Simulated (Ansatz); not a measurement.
Values for one crystal, relaxed and computed with plane-wave PAW r²SCAN+D4 (Ansatz code); other levels are named.

- Volume per atom = 17.65 Å³
- Band gap = 0.87 eV (indirect)
- Bulk modulus (Birch–Murnaghan fit) = 16.5 GPa
- Pressure derivative B′ = 8.2
- HSE06 gap on the r²SCAN+D4 cell = 1.17 eV
- Hole effective mass = 0.13, 1.6, 2.6 mₑ (principal values)
- Smallest direct gap on the standard path = 1.01 eV

Q: Which of these materials gives this?
(A) GaN, P6_3/mmc (Ga on 2d, N on 2b)
(B) LiF, P6_3/mmc (Li on 2c, F on 2d)
(C) WS2, P6_3/mmc (W on 2d, S on 4f)
(D) BP, P6_3/mmc (B on 2c, P on 2d)

A: D, BP, P6_3/mmc (B on 2c, P on 2d)

The start of the workflow was typed in or built on a structure type; neither database checked (COD, Materials Project) lists it. It is not the phase usual at ambient conditions (space group No. 216). Symmetry was held in the r²SCAN+D4 relaxation; its stability against distortions is not shown here.

Potentials: the later of the program's two PAW sets.
